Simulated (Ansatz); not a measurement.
Cs2HgSe2:
```yaml
crystal:
  lattice:
    - [8.31874, 0.00000, 0.00000]
    - [0.00000, 10.46891, 0.00000]
    - [0.00000, 0.00000, 4.79992]
  atoms:
    - { symbol: Hg, position: [0.50000, 0.50000, 0.00000] }
    - { symbol: Hg, position: [0.00000, 0.00000, 0.00000] }
    - { symbol: Cs, position: [0.39284, 0.83302, 0.50000] }
    - { symbol: Cs, position: [0.60716, 0.16698, 0.50000] }
    - { symbol: Cs, position: [0.89284, 0.66698, 0.50000] }
    - { symbol: Cs, position: [0.10716, 0.33302, 0.50000] }
    - { symbol: Se, position: [0.23206, 0.59361, 0.00000] }
    - { symbol: Se, position: [0.76794, 0.40639, 0.00000] }
    - { symbol: Se, position: [0.73206, 0.90639, 0.00000] }
    - { symbol: Se, position: [0.26794, 0.09361, 0.00000] }
```

Relaxed with r²SCAN.

Q: Give the Bader charges and basin volumes of the independent atoms, r²SCAN in the plane-wave PAW code Ansatz.

A: 

| atom | Bader charge (e) | Bader volume (Å³) |
|---|---|---|
| Hg1 | +0.18 | 39.7 |
| Cs3 | +0.80 | 40.8 |
| Se7 | -0.89 | 43.5 |

Space group Pbam. The workflow started from an entry of the Crystallography Open Database (COD, 100 K). Whether it is the stable phase at ambient conditions was not checked. Symmetry was held in the r²SCAN relaxation; whether a distortion lowers the energy is not shown. Scalar-relativistic: spin–orbit coupling is off unless named, which matters more the heavier the elements.

Potentials: the later of the program's two PAW sets.
